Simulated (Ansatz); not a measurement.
B2CO:
```
B2CO
1.0
    2.64821     0.00000     0.00000
    0.00000     2.64821     0.00000
    0.00000     0.00000     3.66091
B C O
2 1 1
Direct
  0.00000   0.50000   0.22794
  0.50000   0.00000   0.77206
  0.00000   0.00000   0.00000
  0.50000   0.50000   0.50000
```

Relaxed with r²SCAN.

Question: Give the Bader charges and basin volumes of the independent atoms, DFT-r²SCAN in the program Ansatz with PAW potentials.

Answer: 

```tsv
atom	Bader charge (e)	Bader volume (Å³)
B1	+2.11	1.9
C3	-2.65	12.1
O4	-1.56	9.7
```

Space group P-4m2. The start of the workflow was typed in or built on a structure type; neither database checked (COD, Materials Project) lists it. Whether it is the stable phase at ambient conditions was not checked. The r²SCAN relaxation kept the symmetry of its start; whether a distortion lowers the energy is not shown.

Potentials: the earlier of the program's two PAW sets.
